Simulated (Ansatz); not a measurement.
# InAg$_{3}$ (Pm-3m): electronic heat capacity and spin susceptibility from the density of states

Level of theory: DFT PBEsol, scalar-relativistic, plane waves, PAW in Ansatz 0.2.0.

Plane waves to 420 eV, a k mesh through Γ of 10×10×10 on the computed 4-atom cell and Gaussian smearing (0.10 eV); no spin polarisation.

Relaxed cell: Pm-3m, a = 4.138 Å, b = 4.138 Å, c = 4.138 Å, α = 90.00°, β = 90.00°, γ = 90.00°, 4 atoms in the primitive cell. Whether it is the stable form of this composition wasn't checked.

The density of states at the Fermi level is 1.177 states/eV in the cell of 4 atoms (1 formula unit; both spins, tetrahedra on a 15×15×15 mesh).

What Sommerfeld coefficient and Pauli susceptibility does this give?

Per formula unit N(E_F) = 1.177 states/eV. γ = (π²/3) k_B² N(E_F) N_A = 2.357 mJ/(mol K²) per state/eV, so γ = 2.8 mJ/(mol K²), a mole of formula units. χ_P = μ_B² N(E_F) N_A = 3.23×10⁻⁵ emu/mol per state/eV gives 3.8×10⁻⁵ emu/mol. This is the bare band result: a measured γ of the same phase is as a rule larger by a factor 1 + λ from phonons and spin fluctuations, the spin part of χ is larger by the Stoner factor, and a measured χ also holds orbital and core terms. N(E_F) at one energy is sensitive to the mesh where the density of states has sharp peaks.

Cost: 1 run of about 1.6 core-minutes, on Intel Xeon Processor @ 2.50GHz (Skylake/Cascade Lake) (shared hosts).